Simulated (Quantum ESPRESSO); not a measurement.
# Computed records: Ge (made-up cell, one site empty)

Computed with Quantum ESPRESSO 7.5. Calculation on a made-up crystal cell, not a measurement: periodic Kohn-Sham density functional theory in plane waves with PseudoDojo standard norm-conserving scalar-relativistic pseudopotentials, each functional with its own files (v0.5 for PBE, v0.4.1 for LDA and PBEsol), no spin polarisation, no spin-orbit coupling, atoms not relaxed, stress positive in tension, energies less a fixed whole-eV offset for each atom's element; levels are Kohn-Sham levels at fractions of this cell's reciprocal vectors, counted from the reference band (half the neutral cell's valence electrons, rounded up) at Gamma; error bars cover cutoff and k-mesh only, not smearing or the files; added strain carries the atoms with the cell, and shear is the tensor component; each bar is the largest change over components, and at least 0.002 eV, 0.002 eV per angstrom or 0.02 GPa; energies are for the whole cell, and the offsets were chosen from early runs and are not element reference energies.

Settings shared by all entries: lattice type zincblende/diamond; empty site 4; functional pbe; cutoff 1061 eV; fermi dirac smearing 0.1 eV; scf tolerance 1e-07 eV; electrons removed 0; added strain kind zz; k mesh 6 x 6 x 6, shifted by half a step.

```yaml
- entry: 1
  formula: Ge
  kind: "made-up cell, one site empty"
  unstrained_structure:
    cell_angstrom:
      - [5.6683, 0.0112, 0.0164]
      - [0.0112, 5.577, 0.0753]
      - [0.0164, 0.0753, 5.5055]
    atoms_fractional:
      - [Ge, -0.01011, 0.00304, -0.00065]
      - [Ge, -0.00798, 0.49672, 0.51102]
      - [Ge, 0.50318, -0.01554, 0.50759]
      - [Ge, 0.25598, 0.25214, 0.24265]
      - [Ge, 0.25944, 0.74999, 0.75675]
      - [Ge, 0.75059, 0.25261, 0.75141]
      - [Ge, 0.73679, 0.74814, 0.24165]
  given:
    added_strain: 0.0111
    structure_shown: "before the added strain of 0.0111"
    atom_site: [1, 2, 3, 5, 6, 7, 8]
    "atom_energy_offset [eV]": [-2430, -2430, -2430, -2430, -2430, -2430, -2430]
  results:
    "stress_xx [GPa]": null
    "stress_yz [GPa]": null
- entry: 2
  formula: Ge
  kind: "made-up cell, one site empty"
  unstrained_structure:
    cell_angstrom:
      - [5.6683, 0.0112, 0.0164]
      - [0.0112, 5.577, 0.0753]
      - [0.0164, 0.0753, 5.5055]
    atoms_fractional:
      - [Ge, -0.01011, 0.00304, -0.00065]
      - [Ge, -0.00798, 0.49672, 0.51102]
      - [Ge, 0.50318, -0.01554, 0.50759]
      - [Ge, 0.25598, 0.25214, 0.24265]
      - [Ge, 0.25944, 0.74999, 0.75675]
      - [Ge, 0.75059, 0.25261, 0.75141]
      - [Ge, 0.73679, 0.74814, 0.24165]
  given:
    added_strain: 0.024
    structure_shown: "before the added strain of 0.024"
    atom_site: [1, 2, 3, 5, 6, 7, 8]
    "atom_energy_offset [eV]": [-2430, -2430, -2430, -2430, -2430, -2430, -2430]
  results:
    "stress_xx [GPa]": null
    "stress_xy [GPa]": null
    "pressure [GPa]": null
```

## Withheld values
1. Ge (made-up cell, one site empty) (entry 1): stress xx?
2. Ge (made-up cell, one site empty) (entry 1): stress yz?
3. What stress xx does the calculation give for Ge (made-up cell, one site empty) (entry 2)?
4. Ge (made-up cell, one site empty) (entry 2): stress xy?
5. What pressure does the calculation give for Ge (made-up cell, one site empty) (entry 2)?

Calculated values
1. -1.635 GPa
2. 2.41 GPa
3. -1.102 GPa
4. -0.7011 GPa
5. 1.577 GPa

Further results for Ge (made-up cell, one site empty) (entry 1):

- free energy less offsets: -1.539 eV
- smearing term minus ts: -0.07104 eV
- scf iterations: 11
- pressure: 2.285 GPa
- stress yy: -2.72 GPa
- stress zz: -2.501 GPa
- stress xz: 1.822 GPa
- stress xy: -0.7517 GPa
- fermi level: -0.7571 eV
- reference band: 49
- error bar energy: 0.006595 eV
- error bar stress: 0.02 GPa
- error bar force: 0.004373 eV/Å
- error bar next band up: 0.002 eV
- error bar fermi level: 0.01493 eV
- error bars from: tighter rerun of a related cell

Forces:
```csv
site,x (eV/Å),y (eV/Å),z (eV/Å)
1,0.8424,-0.1826,0.2505
2,0.9181,0.722,-0.9248
3,0.3142,1.159,-0.4869
5,0.0145,0.3395,0.0559
6,-0.7979,-0.9773,0.8919
7,-1.277,-0.1568,0.3378
8,-0.01427,-0.9043,-0.1245
```

Levels:
```csv
level k point,next band up (eV)
Gamma,0.1648
"(1/2,1/2,1/2)",-0.262
"(0.15,0,0)",0.1883
"(0,0.15,0)",0.1157
"(0,0,0.15)",0.06123
```

Further results for Ge (made-up cell, one site empty) (entry 2):

- free energy less offsets: -1.567 eV
- smearing term minus ts: -0.0716 eV
- scf iterations: 11
- stress yy: -2.139 GPa
- stress zz: -1.489 GPa
- stress yz: 2.295 GPa
- stress xz: 1.738 GPa
- fermi level: -0.7362 eV
- reference band: 49
- error bar energy: 0.006595 eV
- error bar stress: 0.02 GPa
- error bar force: 0.004373 eV/Å
- error bar next band up: 0.002 eV
- error bar fermi level: 0.01493 eV
- error bars from: tighter rerun of a related cell

Forces:
```csv
site,x (eV/Å),y (eV/Å),z (eV/Å)
1,0.8093,-0.1639,0.2378
2,0.8897,0.6922,-0.9095
3,0.3016,1.116,-0.4847
5,-6.455e-05,0.32,0.1263
6,-0.7756,-0.9334,0.7991
7,-1.213,-0.1689,0.2711
8,-0.01243,-0.8622,-0.04016
```

Levels:
```csv
level k point,next band up (eV)
Gamma,0.1612
"(1/2,1/2,1/2)",-0.287
"(0.15,0,0)",0.1901
"(0,0.15,0)",0.1195
"(0,0,0.15)",0.08297
```
